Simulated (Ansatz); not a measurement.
Values for one crystal, relaxed and computed with plane-wave PAW r²SCAN (Ansatz code); other levels are named.

* **Volume per atom**: 24.63 Å³
* **Band gap**: 3.07 eV (indirect)
* **Smallest direct gap on the standard path**: 3.21 eV
* **HSE06 gap on the r²SCAN cell**: 4.49 eV
* **Electron effective mass**: 0.39, 0.42, 0.42 mₑ (principal values)
* **Conduction-band minimum**: at Γ
* **Valence-band maximum**: at M

Which of these materials gives this?
(A) CuF2, P2_1/c (Cu on 2b, F on 4e)
(B) AlCuGeSe4, I-4 (Al on 2c, Cu on 2a, Ge on 2b, Se on 8g)
(C) AlCuCl4, P-42c (Al on 2d, Cu on 2e, Cl on 8n)
(D) NaCl, rock salt

C, AlCuCl4, P-42c (Al on 2d, Cu on 2e, Cl on 8n)

The first step of the workflow began from a Materials Project structure, measured or hypothetical; the Crystallography Open Database copy checked does not list it. COD files the formula under space group No. 33. Its standing as an ambient phase is unchecked. Symmetry was held in the r²SCAN relaxation; whether a distortion lowers the energy is not shown. No spin polarisation was allowed.

Potentials: the later of the program's two PAW sets.
